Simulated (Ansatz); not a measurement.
# Is this Ta4Al structure a true minimum?

It was reached by relaxing an invented guess, and it needn't be the stable form of this composition.

Method: DFT PBE, scalar-relativistic, plane waves, PAW in Ansatz. Cutoff 420 eV; k points 12×12×12 on the computed 5-atom cell (Γ-centred); Gaussian smearing, width 0.10 eV; no spin polarisation.

The cell below (5 atoms, space group I4/mmm (No. 139)) is relaxed within its symmetry.

```cif
data_structure
_symmetry_space_group_name_H-M 'P 1'
_symmetry_Int_Tables_number 1
_cell_length_a 8.0151
_cell_length_b 8.0151
_cell_length_c 8.0151
_cell_angle_alpha 155.488
_cell_angle_beta 155.488
_cell_angle_gamma 34.941
_cell_volume 88.53
loop_
_atom_site_label
_atom_site_type_symbol
_atom_site_fract_x
_atom_site_fract_y
_atom_site_fract_z
_atom_site_occupancy
Ta1 Ta 0.19676 0.19676 0.00000 1
Ta2 Ta 0.80324 0.80324 0.00000 1
Ta3 Ta 0.59561 0.59561 0.00000 1
Ta4 Ta 0.40439 0.40439 0.00000 1
Al1 Al 0.00000 0.00000 0.00000 1
```

For the test a repeat of it with 10 atoms (edges 4.81, 4.81, 8.02 Å) was strained at random (σ = 1.5 % a component), the atoms were moved at random (σ = 0.05 Å), and all was relaxed again on a coarse 6×4×6 mesh (in the run’s order of axes) with 0.20 eV smearing, with no symmetry imposed.

These runs have no spin–orbit coupling, which can matter for Ta.

Question: What happens?

Answer: It returns, within 1 meV/atom of the unmoved cell on that mesh and with the same symmetry when read at 0.1 Å. No instability shows in this cell; modes of other wave vectors, which need another repeat, aren't tested.
